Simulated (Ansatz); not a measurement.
Input file for Ansatz (a first-principles code):

Ansatz 0.2 input:
```yaml
crystal:
  lattice:
    - [2.5078091822, 0.0, 0.0]
    - [-1.2539045911, 2.1718264596, 0.0]
    - [0.0, 0.0, 12.3686563536]
  atoms:
    - { symbol: C, position: [0.6666666667, 0.3333333333, 0.3549244712] }
    - { symbol: C, position: [0.3333333333, 0.6666666667, 0.6450755288] }
    - { symbol: C, position: [0.3333333333, 0.6666666667, 0.8549244712] }
    - { symbol: C, position: [0.6666666667, 0.3333333333, 0.1450755288] }
    - { symbol: C, position: [0.6666666667, 0.3333333333, 0.0207699086] }
    - { symbol: C, position: [0.3333333333, 0.6666666667, 0.9792300914] }
    - { symbol: C, position: [0.3333333333, 0.6666666667, 0.5207699086] }
    - { symbol: C, position: [0.6666666667, 0.3333333333, 0.4792300914] }
    - { symbol: C, position: [0.0, 0.0, 0.6868638773] }
    - { symbol: C, position: [0.0, 0.0, 0.3131361227] }
    - { symbol: C, position: [0.0, 0.0, 0.1868638773] }
    - { symbol: C, position: [0.0, 0.0, 0.8131361227] }
kpoints:
  mp_grid: { grid: [13, 13, 3] }
hamiltonian:
  xc: pbesol
  pseudopotentials: { kind: paw }
scf:
  occupations: { method: fixed }
dielectric: {}
```

Output (shortened):

```
Pseudopotential: C, paw, valence charge 4
Functional definition: PBEsol
Crystal: 12 atoms, lattice volume = 67.366 Å³
Basis set: ecut = 420 eV, 1331 PW (Γ), exchange–correlation on 36×36×180 points (8 copies of the dense FFT grid, shifted against one another)
Bands: 36, of which v1, the nominal top of the filled ones, is band 24 counted from 1 (23 counted from 0)
Symmetry: 24 space group operations
k-points: 140 of 507 (irreducible under 2 space group operations, time reversal used)
SCF iter   1: F=—  HF=-2959.959538 eV  |F-HF|=—  |Δ(HF+E_count)|=         —  Δρ=6.87e-3  dr2=2.54e-2  ethr=1.77e-3  ⟨swp⟩=4.5  Hψ=19655  notcnv=0  defer=1344
preconditioner: auto → none
SCF iter   2: F=—  HF=-2959.951739 eV  |F-HF|=—  |Δ(HF+E_count)|=   7.80e-3  Δρ=2.70e-3  dr2=4.15e-3  ethr=5.30e-5  ⟨swp⟩=2.4  Hψ=9654  notcnv=0  defer=1396
SCF iter   3: F=—  HF=-2959.951759 eV  |F-HF|=—  |Δ(HF+E_count)|=   2.02e-5  Δρ=1.39e-3  dr2=4.16e-3  ethr=8.64e-6  ⟨swp⟩=3.0  Hψ=7494  notcnv=0  defer=1400
SCF iter   4: F=—  HF=-2959.950721 eV  |F-HF|=—  |Δ(HF+E_count)|=   1.04e-3  Δρ=3.01e-4  dr2=1.86e-5  ethr=8.64e-6  ⟨swp⟩=2.4  Hψ=6269  notcnv=0  defer=1400
SCF iter   5: F=—  HF=-2959.950736 eV  |F-HF|=—  |Δ(HF+E_count)|=   1.54e-5  Δρ=7.21e-5  dr2=1.73e-6  ethr=3.88e-8  ⟨swp⟩=2.3  Hψ=7757  notcnv=0  defer=942
SCF iter   6: F=—  HF=-2959.950736 eV  |F-HF|=—  |Δ(HF+E_count)|=   1.56e-7  Δρ=1.24e-5  dr2=6.21e-8  ethr=3.60e-9  ⟨swp⟩=2.0  Hψ=7503  notcnv=0  defer=855
SCF iter   7: F=—  HF=-2959.950736 eV  |F-HF|=—  |Δ(HF+E_count)|=   2.08e-9  Δρ=4.46e-6  dr2=4.18e-9  ethr=1.29e-10  ⟨swp⟩=2.0  Hψ=7082  notcnv=0  defer=855
SCF iter   8: F=—  HF=-2959.950736 eV  |F-HF|=—  |Δ(HF+E_count)|=   2.32e-9  Δρ=5.74e-7  dr2=1.15e-10  ethr=8.71e-12  ⟨swp⟩=2.7  Hψ=7763  notcnv=0  defer=855
SCF iter   9: F=-2959.950736 eV  HF=-2959.950736 eV  |F-HF|=0.00e0  |Δ(HF+E_count)|=  4.77e-11  Δρ=6.20e-8  dr2=1.76e-12  ethr=1.00e-12  ⟨swp⟩=10.0  Hψ=20556  notcnv=0
SCF 1 converged in 9 iterations: F = -2959.950736 eV  dr2 = 1.76e-12
NSCF: frozen V_eff on 7 k-points
DFPT response loops at Γ: preconditioner auto → Resta (q_TF=auto, 2.578 Å⁻¹)  ε∞=3.7 (no band partly filled) …
── the response to a field inside a basis, on 14×14×4 k-points: an SCF that follows is theirs, and a resumed run solves both again ──
Crystal: 12 atoms, lattice volume = 67.366 Å³
Bands: 25, of which v1, the nominal top of the filled ones, is band 24 counted from 1 (23 counted from 0)
k-points: 112 of 784 (irreducible under 8 space group operations)
SCF iter   1: F=—  HF=-2959.866765 eV  |F-HF|=—  |Δ(HF+E_count)|=         —  Δρ=4.41e-4  dr2=2.81e-5  ethr=1.00e-1
preconditioner: auto → none
SCF iter   2: F=—  HF=-2959.866781 eV  |F-HF|=—  |Δ(HF+E_count)|=   1.56e-5  Δρ=2.18e-4  dr2=6.74e-6  ethr=5.85e-8
SCF iter   3: F=—  HF=-2959.866787 eV  |F-HF|=—  |Δ(HF+E_count)|=   5.91e-6  Δρ=1.29e-5  dr2=1.29e-7  ethr=1.40e-8
SCF iter   4: F=-2959.866786 eV  HF=-2959.866786 eV  |F-HF|=2.33e-8  |Δ(HF+E_count)|=   2.68e-8  Δρ=4.49e-6  dr2=2.76e-8  ethr=2.68e-10
SCF 1 converged in 4 iterations: F = -2959.866786 eV  dr2 = 2.76e-8
DFPT response loops at Γ: mixed as the last ones told, above
SCF converged after 9 iterations
Free energy (F): -2959.950736 eV
Harris-Foulkes:  -2959.950736 eV  (|F-HF|=0.00e0)
Internal energy: -2959.950736 eV  (E = F + TS)
E sigma→0 (E₀):  -2959.950736 eV
Fermi energy:    13.568362 eV
--- Per-component energies (eV) ---
  E_band       = 211.446827
  E_kinetic    = 1107.704520
  E_local      = -727.332546  (includes V_loc(G=0)·N_el)
  E_nonlocal   = 321.108365
  E_hartree    = 157.937410
  E_xc         = -581.508878
  E_vxc        = -724.159421  (∫ρ·V_xc dr)
  E_paw        = -1144.293083  (= ΣΔE_a)
  E_vpaw       = -81.749019  (= ΣTr[D̂ρ^β])
  E_aug_tail   = 0.000104  (compensation charges beyond the density's cutoff)
  E_ewald      = -2093.819833
  E_core_change = 0.253206  (= ΣΔE_core)
  E_smearing   =  0.000000  (= −TS)
  E_closure    = 0.000000  (closes the sum)
  Σ components = -2959.950736   (vs F -2959.950736, Δ=0.00e0)
  [band-id]    e_kinetic+e_local+e_nonlocal+2·e_hartree+e_vxc+e_vpaw+e_augmentation_tail = 211.446823   (vs E_band 211.446827, Δ=-3.87e-6)
--- Band table (eV; the first three rows and the last of 140) ---
  k-point 0: bands = ["-8.1943", "-7.4653", "-7.3869", "-5.2019", "-5.1391", "-2.3757", "-0.1173", "3.9023", "3.9771", "9.6010", "9.6201", "10.6305", "10.6305", "11.1258", "11.1258", "11.1777", "11.1777", "12.4673", "12.4673", "12.5719", "12.5719", "13.4087", …
  k-point 1: bands = ["-8.1088", "-7.8532", "-6.8321", "-6.0784", "-4.1314", "-3.0412", "0.6908", "2.2054", "5.7924", "7.7054", "10.6897", "10.6897", "10.8648", "10.8648", "11.3909", "11.5384", "11.5384", "12.0037", "12.0037", "12.8131", "13.0240", "13.0240", …
  k-point 2: bands = ["-8.0467", "-7.3186", "-7.2405", "-5.0591", "-4.9969", "-2.2449", "0.0209", "4.0106", "4.0851", "9.6039", "9.6241", "9.8792", "10.2917", "10.4169", "10.4528", "10.8372", "10.8552", "11.8069", "11.9248", "12.2417", "12.3108", "12.9488", …
  k-point 139: bands = ["-4.2289", "-3.9856", "-3.0241", "-2.3226", "-0.5643", "0.3836", "2.1718", "2.5202", "3.1699", "3.4966", "4.3170", "4.8516", "4.9019", "5.2811", "5.7295", "5.8241", "6.7328", "6.9868", "7.6403", "7.8242", "8.1590", "8.8699", "10.0569", …
--- Dielectric response (ions clamped): 3 representative field directions + reference, inside a basis on a mesh of 784 k-points (Σ response iterations 15) ---
  ε∞ (high-frequency dielectric tensor):
        5.813623     0.000000     0.000000
        0.000000     5.813623     0.000000
        0.000000     0.000000     5.971725
  Born effective charges Z* (e; rows j = field, columns β = displacement):
    site 0:
         0.01222    0.00000    0.00000
         0.00000    0.01222    0.00000
         0.00000    0.00000   -0.01491
    site 1:
         0.01222    0.00000    0.00000
         0.00000    0.01222    0.00000
         0.00000    0.00000   -0.01491
    site 2:
         0.01222    0.00000    0.00000
         0.00000    0.01222    0.00000
         0.00000    0.00000   -0.01491
    site 3:
         0.01222    0.00000    0.00000
         0.00000    0.01222    0.00000
         0.00000    0.00000   -0.01491
    site 4:
         0.00675    0.00000    0.00000
         0.00000    0.00675    0.00000
         0.00000    0.00000    0.00854
    site 5:
         0.00675    0.00000    0.00000
         0.00000    0.00675    0.00000
         0.00000    0.00000    0.00854
    site 6:
         0.00675    0.00000    0.00000
         0.00000    0.00675    0.00000
         0.00000    0.00000    0.00854
    site 7:
         0.00675    0.00000    0.00000
         0.00000    0.00675    0.00000
         0.00000    0.00000    0.00854
    site 8:
        -0.01897    0.00000    0.00000
         0.00000   -0.01897    0.00000
         0.00000    0.00000    0.00637
    site 9:
        -0.01897    0.00000    0.00000
         0.00000   -0.01897    0.00000
         0.00000    0.00000    0.00637
    site 10:
        -0.01897    0.00000    0.00000
         0.00000   -0.01897    0.00000
         0.00000    0.00000    0.00637
    site 11:
        -0.01897    0.00000    0.00000
         0.00000   -0.01897    0.00000
         0.00000    0.00000    0.00637
  Z* charge neutrality: 7.995e-3 e pre-enforcement
  solved inside a basis spanned on kpoints, on 14×14×4 k-points, its susceptibility summed on 18×18×4: ε∞ is read to err by 2.4e-2, Z* by 5.5e-3 e (field_mesh …
```

Cost: roughly 3 core-minutes on shared cores.

Space group P6_3/mmc. The first step of the workflow began from a Materials Project structure, measured or hypothetical. Its sites differ from those of the usual phase in this space group: another stacking or structure type. The cell was relaxed with PBEsol under the symmetry of its start; whether a distortion lowers the energy is not shown.

Potentials: the later of the program's two PAW sets.

Ansatz is a plane-wave DFT program.
